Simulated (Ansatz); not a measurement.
Zr2N:
Space group P4₂/mnm (No. 136); a = 5.3682 Å, b = 5.3682 Å, c = 3.2742 Å, α = 90.00°, β = 90.00°, γ = 90.00°

```json
[
 {"atom": "Zr", "site": "4f", "symmetry": "m.2m", "x": "0.2962", "y": "0.2962", "z": "0.0000"},
 {"atom": "N", "site": "2a", "symmetry": "m.mm", "x": "0.0000", "y": "0.0000", "z": "0.0000"}
]
```

Relaxed at zero pressure with DFT-PBEsol in the program Ansatz with PAW potentials.

The volume is lowered by 3 % and shape and atoms relax at that volume. What pressure results, and how do the axes share the change?

6.1 GPa; a -1.1 %, b -1.1 %, c -0.9 %; the energy rises by 9 meV/atom.

Give the new structure.


Space group P4₂/mnm (No. 136); a = b = 5.311 Å, c = 3.244 Å, α = β = γ = 90.00°

```
atom  site  symmetry       x       y       z
----  ----  --------  ------  ------  ------
Zr      4f      m.2m  0.2956  0.2956  0.0000
N       2a      m.mm  0.0000  0.0000  0.0000
```

The phase is kept; no other phase was compared at this pressure.

Space group P4_2/mnm (anti-rutile). The first step of the workflow began from a Materials Project structure, measured or hypothetical; the Crystallography Open Database copy checked does not list it. Its standing as an ambient phase is unchecked. The cell was relaxed with PBEsol under the symmetry of its start; of distortions, only those at the zone centre were tested. No spin polarisation was allowed.

Potentials: the later of the program's two PAW sets.
